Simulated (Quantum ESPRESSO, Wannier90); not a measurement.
# Wannier functions of BaTiO3 (cubic perovskite)

```xyz
5
Lattice="4.0077 0.0000 0.0000 0.0000 4.0077 0.0000 0.0000 0.0000 4.0077" Properties=species:S:1:pos:R:3 pbc="T T T"
Ba     2.0038     2.0038     2.0038
Ti     0.0000     0.0000     0.0000
O      2.0038     0.0000     0.0000
O      0.0000     2.0038     0.0000
O      0.0000     0.0000     2.0038
```

Cell from Materials Project (mp-2998), symmetrised, no further relaxation. COD (Crystallography Open Database) records the formula in this space group. Ideal cubic forms of this type are often high-temperature phases that distort on cooling; symmetry holds the cell here, and its stability was not tested. Computed values, not measurements, from PBEsol: Quantum ESPRESSO (norm-conserving PseudoDojo potentials, cutoff 68 Ry, spinors with spin-orbit coupling) on a Γ-centred 6×6×6 mesh, then Wannier90. Density: 8×8×8 mesh, cold smearing 0.01 Ry.

Bands 17-18 form an isolated set from -11.70 to -10.90 eV relative to the valence-band maximum (on the path) and are turned into 2 Wannier functions by minimising the spread from the start: SCDM (isolated).

Where do the functions sit, how wide are they and what are they made of?


```tsv
functions	spread (Å²)	nearest atom, distance (Å)	second atom, distance (Å)	weight on atomic waves
2	1.76	Ba 0.00	O 2.83	Ba 5p 92 %
```

Ω_I = 3.52 Å², Ω_total = 3.52 Å²; the interpolated bands follow pw.x to 0.0 meV rms on the path. Only this start was tried; a symmetric start can stop on a saddle, and mixtures of these functions could lower the total by at most Ω_total − Ω_I.
